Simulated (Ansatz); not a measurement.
Relaxed PbS (rock salt):

```xyz
2
Lattice="0.0000 3.0045 3.0045 3.0045 0.0000 3.0045 3.0045 3.0045 0.0000" Properties=species:S:1:pos:R:3 pbc="T T T"
S      0.0000     0.0000     0.0000
Pb     3.0045     3.0045     3.0045
```

Calculation: PBE (plane waves to 420 eV, PAW, scalar-relativistic; Ansatz, a quantum-chemistry and plane-wave program). k mesh 8×8×8 (Γ-centred), Fermi-Dirac smearing 0.05 eV. PbS was relaxed with its symmetry unable to fall. Spin-orbit coupling is left out, though Pb is heavy.

One atom of the cell was then moved (with its periodic images), all else fixed, and the forces (eV/Å) came out as:

| atom | Fx | Fy | Fz |
|---|---|---|---|
| S1 | -0.988 | -0.988 | 0.000 |
| Pb2 | 0.988 | 0.988 | 0.000 |

With two atoms only their relative shift counts; take S1 as fixed.

Q: Which atom was moved, and by which vector (Å)?

A: Pb2, by (-0.42, -0.42, 0.00), 0.60 Å in all.

(A displaced cell: forces are minus the slopes of the energy, force constants its curvatures, and phonons follow from these.)
